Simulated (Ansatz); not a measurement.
**Fixed-spin-moment curve of Ni**

The cell (1 atom) is Ni as a measured crystal structure (space group Fm-3m). Source: COD entry 2100661; it may be a high-temperature, high-pressure or metastable form.

```
CELL_PARAMETERS angstrom
0.00000 1.76037 1.76037
1.76037 0.00000 1.76037
1.76037 1.76037 0.00000
ATOMIC_POSITIONS crystal
Ni 0.00000 0.00000 0.00000
```

Atoms are numbered from 1 in the order listed.

These are results of Ansatz, DFT, r2SCAN, PAW, plane waves, scalar-relativistic, not measurements.

* Plane-wave cutoff: 500 eV
* k-point mesh: 14×14×14 (Γ-centred)
* Occupations: Fermi–Dirac smearing, 0.1 eV
* Valence electrons: 18

The total moment includes the space between the atomic spheres.

r2SCAN tends to overstate moments and magnetic energies in itinerant metals.

The total moment of the cell is held fixed (separate Fermi levels for the two spins), shared at the start among the Ni atoms with one sign; no search for lower states follows. Energies are free energies per cell above the lowest run, the runs with a free moment included. A row is the solution that its start led to, not a proven minimum at that M. The run at M = 0 starts without moments and gives the spin-unpolarised solution. The cell holds one magnetic atom, so only parallel order fits; orders in a larger cell may lie lower.

The run at M = 1.06 μB took 2.7 s on 2 threads of x86-64 server CPU, with other jobs on the host, peak memory 0.39 GiB.

```csv
fixed M (μB/cell),F − F(lowest) (meV/cell),moments of Ni1 (μB)
0.00,103,0.00
0.26,82,0.30
0.53,?,?
0.79,2,0.86
1.06,77,1.10
1.32,?,?
1.58,629,1.52
1.85,1178,1.72
2.11,1921,1.92
```

Q: Fill in the row for M = 0.53 μB.

A: 26 meV; moments Ni1 0.60 μB.

Q: Fill in the row for M = 1.32 μB.

A: 283 meV; moments Ni1 1.31 μB.

With the constraint released: “usual moment scaled by 0.1, free total moment [Ni1 0.20 μB]” ends at 0.75 μB, 0 meV; “usual moment, free total moment [Ni1 2.00 μB]” ends at 0.75 μB, 0 meV.
